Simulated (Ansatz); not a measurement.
How much do the gradients of WS2 with Sb replacing S depend on the method?

Cell: a supercell of WS2 (space group P6_3/mmc) built from an entry of the Crystallography Open Database (COD), with the ions relaxed around the defect (PBE).

Space group P3m1 (No. 156); a = 6.3600, c = 12.5000 Å, γ = 120.00°.

| site | Wyckoff | site symmetry | x | y | z |
| --- | --- | --- | --- | --- | --- |
| W1 | 1a | 3m. | 0.0000 | 0.0000 | 0.2469 |
| W2 | 3d | .m. | 0.0002 | 0.5001 | 0.2459 |
| W5 | 3d | .m. | 0.1684 | 0.8316 | 0.7574 |
| W8 | 1c | 3m. | 0.6667 | 0.3333 | 0.7560 |
| Sb | 1a | 3m. | 0.0000 | 0.0000 | 0.5967 |
| S10 | 3d | .m. | 0.0010 | 0.5005 | 0.6311 |
| S13 | 3d | .m. | 0.1663 | 0.8337 | 0.1206 |
| S16 | 1c | 3m. | 0.6667 | 0.3333 | 0.1206 |
| S17 | 1a | 3m. | 0.0000 | 0.0000 | 0.8789 |
| S18 | 3d | .m. | 0.9966 | 0.4983 | 0.8825 |
| S21 | 3d | .m. | 0.1673 | 0.8327 | 0.3721 |
| S24 | 1c | 3m. | 0.6667 | 0.3333 | 0.3721 |

One atom of each set is listed.

First run. Level of theory: DFT, PBE, plane waves and PAW, scalar-relativistic, 420 eV cutoff, Γ-centred 4×4×2 k-points, Fermi–Dirac smearing 0.01 eV, cell charge -1 (Ansatz 0.2.0).

| site | V_zz (10²¹ V/m²) | η |
| --- | --- | --- |
| W1 | -18.07 | 0.00 |
| W2 | -17.67 | 0.00 |
| W5 | -16.04 | 0.04 |
| W8 | -14.58 | 0.00 |
| Sb | -17.02 | 0.00 |
| S10 | -4.60 | 0.58 |
| S13 | -4.60 | 0.01 |
| S16 | -4.63 | 0.00 |
| S17 | -4.30 | 0.00 |
| S18 | -3.44 | 0.12 |
| S21 | -4.02 | 0.11 |
| S24 | -4.71 | 0.00 |

Second run. The same atoms and settings, except that the functional is r2SCAN and the cutoff is 500 eV.

Task: Given the first result, estimate the second.

Result: 

| site | V_zz | η | change of V_zz |
| --- | --- | --- | --- |
| W1 | -17.98 | 0.00 | +0.09 |
| W2 | -17.55 | 0.00 | +0.12 |
| W5 | -16.02 | 0.01 | +0.02 |
| W8 | -14.68 | 0.00 | -0.10 |
| Sb | -18.25 | 0.00 | -1.23 |
| S10 | -4.67 | 0.60 | -0.07 |
| S13 | -4.69 | 0.01 | -0.09 |
| S16 | -4.72 | 0.00 | -0.09 |
| S17 | -4.32 | 0.00 | -0.02 |
| S18 | -3.48 | 0.15 | -0.04 |
| S21 | -4.10 | 0.10 | -0.08 |
| S24 | -4.74 | 0.00 | -0.03 |

The largest change of V_zz is on Sb, from -17.02 to -18.25. In per cent, |V_zz| changes by -1 to +1 on W, +7 on Sb, 0 to +2 on S (all sites that start above 0.5).

The defect repeats with the cell of 24 atoms, so it feels its images: sites between two images don't show the values beside a lone defect, and zeros or small values of η there can come from the images' arrangement. S and W carry a gradient in the pure host already, so the values there aren't the defect's effect alone. The relaxation keeps the site symmetry 3m of the start, so the impurity can move only along its axis; a start off the site could end lower. A uniform background compensates the cell's charge. Without spin–orbit coupling the gradients at and beside W can be off by some per cent, at some sites by more. With these PAW files V_zz is typically within 2 to 3 % of all-electron values, but misses above 10 % occur on Sb.
